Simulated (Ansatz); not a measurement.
Relaxed-ion elastic tensor of TiPt (CsCl type, space group No. 221) in GPa (Voigt order), PBEsol (plane waves, PAW; program Ansatz); density 13.02 g/cm³, 15.49 Å³ per atom.

```
 166   220   220   0.0   0.0   0.0
 220   166   220   0.0   0.0   0.0
 220   220   166   0.0   0.0   0.0
 0.0   0.0   0.0  57.7   0.0   0.0
 0.0   0.0   0.0   0.0  57.7   0.0
 0.0   0.0   0.0   0.0   0.0  57.7
```

Question: Is the crystal mechanically stable?

Answer: No: the smallest eigenvalue of C is -54.6 GPa.

Space group Pm-3m (CsCl type). The workflow started from an entry of the Crystallography Open Database (COD). Whether it is the stable phase at ambient conditions was not checked. The PBEsol relaxation kept the symmetry of its start. At this level the phase is mechanically unstable. No spin polarisation was allowed. As this level gives no gap, shear constants depend on the k-mesh and smearing (Fermi–Dirac, 0.1 eV here). Spin–orbit coupling is left out wherever it is not named.

Potentials: the later of the program's two PAW sets.
